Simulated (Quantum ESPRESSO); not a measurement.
# Moving one atom in Al3ZnON3

Calculated results; nothing here was measured. They come from pw.x of Quantum ESPRESSO 7.5, a plane-wave density functional program, with PseudoDojo standard norm-conserving files (v0.5 for PBE, v0.4.1 for LDA and PBEsol). The cells are made up: elements, strain and atom displacements were drawn at random, and nothing was relaxed. There is no spin polarisation, spin-orbit coupling or dispersion term.

The cell has 8 sites of a wurtzite lattice (rectangular cell). Sites 1 to 4 hold Al Al Al Zn; sites 5 to 8 hold O N N N. Cell vectors in Å: (3.176, -0.023, -0.032); (-0.040, 5.399, -0.064); (-0.052, -0.060, 5.154). Settings: PBE, cutoff 1143 eV, 6 x 4 x 4 k mesh shifted by half a step, Fermi-Dirac smearing of 0.025 eV.

Each run shifts the Al atom on site 2 along z and leaves all else fixed. Site 6 is one of its nearest neighbours. E is the free energy of the cell above the lowest run shown. The last column is band 26 less band 25 at Gamma, from a band step after each run.

```
run  shift (Å)  Fz on site 2 (eV/Å)  Fz on site 6 (eV/Å)  P (GPa)  E (meV)  level step at Gamma (eV)
  1    -0.0925                1.348               -1.771    -0.21     61.5                     0.553
  2    -0.0570                0.910               -1.688    -0.30     21.2                     0.588
  3    -0.0485                0.795               -1.659    -0.31     14.0                     0.597
  4    -0.0267                0.480               -1.571    -0.33      0.0                     0.618
  6     0.0509               -0.891               -1.042    -0.17     13.2                     0.687
  7     0.0739               -1.382               -0.808    -0.04     39.3                     0.704
  5     0.0317                    ?                    ?        ?        ?                         ?
```

A rerun of one of these cells at 1437 eV and k mesh 8 x 6 x 6 moved values by no more than 0.002 eV in the cell's energy, 0.03 GPa in stress and 0.002 eV/Å in force.

## Worked fit

A parabola through the six runs shown gives Fz on site 2 = 0.049 - 16.96 u - 31.8 u² eV/Å, with u in Å and a scatter of 0.005 eV/Å. Minus the slope, 16.96 ± 0.16 eV/Å², is this atom's force constant along z at u = 0, with its periodic images moving too. The fitted force vanishes at u = 0.003 Å, where the energy should be lowest along this line. The error is the larger of the fit's own and the change that a cubic makes, rounded up.

## Withheld run

Question: what Fz on site 2 should run 5 give?

The fit gives -0.521 eV/Å. The calculation gave -0.512 eV/Å.

```
run  shift (Å)  Fz on site 2 (eV/Å)  Fz on site 6 (eV/Å)  P (GPa)  E (meV)  level step at Gamma (eV)
  5     0.0317               -0.512               -1.208    -0.25     -0.2                     0.671
```